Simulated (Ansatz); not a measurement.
Ta (bcc, W type)

```
CELL_PARAMETERS angstrom
     -1.64096     1.64096     1.64096
      1.64096    -1.64096     1.64096
      1.64096     1.64096    -1.64096
ATOMIC_POSITIONS crystal
  Ta 0.00000 0.00000 0.00000
```

E(V) scan at fixed shape, V₀ the volume above. Symmetry pins the atoms to their sites.

These are PBEsol (plane waves to 420 eV, PAW, scalar-relativistic; Ansatz, a quantum-chemistry and plane-wave program) values and carry that method's errors. k mesh 20×20×20 (Γ-centred), Fermi-Dirac smearing 0.05 eV. Energies are smeared free energies. Stress and pressure are positive under compression. Spin-orbit coupling is left out, though Ta is heavy. Ta is run without spin polarisation. Ta was relaxed with its symmetry unable to fall. The PAW data are Ansatz's earlier set. ΔE is measured from the relaxed starting cell. The last digit holds for this mesh only.

```
V (Å³/atom)  ΔE (meV/atom)
-----------  -------------
16.614                45.6
16.827                28.6
17.039            withheld
17.251                 6.9
17.463                 1.7
17.675                 0.0
17.887                 1.6
18.099                 6.4
18.311                14.1
18.523                24.6
18.735                37.8
```

Q: Fit a third-order Birch-Murnaghan form (E₀, V₀, B₀, B₀′ free) to the given rows and predict ΔE at V = 17.039.

A: Least squares on the 10 given rows: ΔE = E₀ + (9V₀B₀/16)·y²·[2 + (B₀′ − 4)y], y = (V₀/V)^(2/3) − 1, with V₀ = 17.676 Å³/atom, B₀ = 208.5 GPa (160.2 GPa = 1 eV/Å³; the term in eV is multiplied by 1000), B₀′ = 3.59, E₀ = 0.01 meV/atom; root-mean-square residual 0.02 meV/atom. At 17.039 the fit gives 15.8 meV/atom; the calculation gives 15.8 meV/atom, the same to the digits shown. For the pressure the fit gives 8.2 GPa against the computed 8.2 GPa.

(Under strain, the slope of the energy per volume gives the stress and its curvature an elastic modulus.)
